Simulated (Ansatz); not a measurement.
Tl (hcp, Mg type)

```yaml
crystal:
  lattice:
    - [7.04140, 0.00000, 0.00000]
    - [-1.76035, 3.04902, 0.00000]
    - [0.00000, 0.00000, 5.60254]
  atoms:
    - { symbol: Tl, position: [0.16667, 0.66667, 0.75000] }
    - { symbol: Tl, position: [0.66667, 0.66667, 0.75000] }
    - { symbol: Tl, position: [0.33333, 0.33333, 0.25000] }
    - { symbol: Tl, position: [0.83333, 0.33333, 0.25000] }
```

In this cell atom 1 (Tl, nearest neighbour Tl at 3.461 Å; its periodic images, 3.5 Å or more away, move with it) is moved by u·(0.707, 0.707, 0.000) + v·(0.000, 0.000, 1.000); the rest is frozen.

Computed with r2SCAN (plane waves to 500 eV, PAW, scalar-relativistic; Ansatz, a program for electronic structure). k mesh 6×12×7 (Γ-centred), Fermi-Dirac smearing 0.05 eV. The energy includes the smearing's −TS. With partly filled bands, energies and forces of such displacements shift with the k mesh and the smearing. Spin-orbit coupling is left out, though Tl is heavy. The PAW data are Ansatz's earlier set. Tl was relaxed with its symmetry unable to fall. The last digit holds for this mesh only.

Changes of ΔE (eV/cell) from the point u = 0.000 Å, v = 0.000 Å when one coordinate moves alone (two changes are said to add if the coupling is within 5 % of the smaller one, nearly so within 20 %):

```
point                      change
-------------------------  ------
u = 0.000 Å, v = -0.520 Å  0.3019
u = 0.000 Å, v = -0.260 Å  0.0718
u = -0.520 Å, v = 0.000 Å  0.2691
u = -0.260 Å, v = 0.000 Å  0.0602
u = 0.260 Å, v = 0.000 Å   0.0565
u = 0.520 Å, v = 0.000 Å   0.2413
u = 0.000 Å, v = 0.260 Å   0.0718
u = 0.000 Å, v = 0.520 Å   0.3019
```

Q: Do the two effects add at u = -0.260 Å, v = 0.260 Å? Give the computed change.

A: The sum of the single changes is 0.0602 + (0.0718) = 0.1320; the calculation gives 0.1316, so they add (within 5 % of the smaller single change).

Q: Do the two effects add at u = 0.520 Å, v = -0.520 Å? Give the computed change.

A: The sum of the single changes is 0.2413 + (0.3019) = 0.5432; the calculation gives 0.5731, so the coupling contributes 0.0299 (under 20 % of the smaller single change, nearly additive).

Q: Do the two effects add at u = -0.260 Å, v = -0.520 Å? Give the computed change.

A: The sum of the single changes is 0.0602 + (0.3019) = 0.3621; the calculation gives 0.3707, so the coupling contributes 0.0086 (under 20 % of the smaller single change, nearly additive).

(For displaced atoms, the force is minus the slope of the energy, and its curvature is a force constant, which sets phonon frequencies.)
